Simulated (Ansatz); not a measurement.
Rh:
```
Rh
1.0
    2.68098     0.00000     0.00000
   -1.34049     2.32180     0.00000
    0.00000     0.00000     8.74767
Rh
4
Direct
  0.00000   0.00000   0.00000
  0.00000   0.00000   0.50000
  0.33333   0.66667   0.25000
  0.66667   0.33333   0.75000
```

Relaxed with r²SCAN+D4. Special points in fractions of this cell's reciprocal vectors: Γ (0.000, 0.000, 0.000); M (0.500, 0.000, 0.000); K (0.333, 0.333, 0.000); A (0.000, 0.000, 0.500); L (0.500, 0.000, 0.500); H (0.333, 0.333, 0.500).

Problem. List the band energies nearest the Fermi level at these points for r²SCAN+D4 in the plane-wave PAW code Ansatz.

Solution. In eV from the Fermi level; about four levels below and three above (degenerate sets whole), none deeper than 8.9 eV; points with the same levels are listed once.

```csv
k,below,above
Γ,-0.93 -0.93 -0.39 -0.39,0.43 0.43 0.87
M,-2.76 -2.27 -1.67 -1.66,0.52 0.57 0.62
K,-1.89 -1.89 -0.84 -0.84 -0.05,0.11 0.11 0.30
A,-1.23 -1.23 -1.23 -1.23 -1.07 -1.07,0.06 0.06 0.06 0.06
L,-1.01 -1.01 -0.15 -0.15,0.60 0.60 0.85 0.85
H,-1.89 -1.89 -1.16 -1.16,0.13 0.13 0.41 0.41
```

Space group P6_3/mmc (dhcp (α-La type)). The first step of the workflow began from a Materials Project structure, measured or hypothetical; the Crystallography Open Database copy checked does not list it. It is not the phase usual at ambient conditions (space group No. 225). The cell was relaxed with r²SCAN+D4 under the symmetry of its start; its stability against distortions is not shown here. The run is not spin-polarised. The pairwise dispersion correction was not fitted to metals. Spin–orbit coupling is left out wherever it is not named.

Potentials: the later of the program's two PAW sets.
